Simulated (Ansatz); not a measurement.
Polymorphs of LaC₂, each relaxed with plane-wave PAW PBEsol (Ansatz code):

A: Immm
a = 3.9776 Å, b = 4.8042 Å, c = 5.3505 Å, α = β = γ = 90.00°

```json
[
 {"atom": "La", "site": "2a", "symmetry": "mmm", "x": "0.0000", "y": "0.0000", "z": "0.0000"},
 {"atom": "C", "site": "4h", "symmetry": "m2m", "x": "0.0000", "y": "0.1348", "z": "0.5000"}
]
```

B: MoSi2 or CaC2 type (I4/mmm)
a = 3.891 Å, b = 3.891 Å, c = 6.530 Å, α = 90.00°, β = 90.00°, γ = 90.00°

```tsv
atom	site	symmetry	x	y	z
La	2a	4/mmm	0.0000	0.0000	0.0000
C	4e	4mm	0.0000	0.0000	0.4009
```

**Question.** Order them by energy per atom at 0 K (lowest first) at the level PBEsol.

**Answer.** B (+0 meV/atom), A (+65 meV/atom)

Standing as an ambient phase not checked: A; B. All cells were relaxed under the symmetry of their starts (and spin orders); stability against distortions was not tested throughout. Scalar-relativistic: spin–orbit coupling is off unless named, which matters more the heavier the elements.

Energies hold the estimated change up to a 700 eV cutoff; steps of a few meV lie near the error of the meshes.

Potentials: the later of the program's two PAW sets.
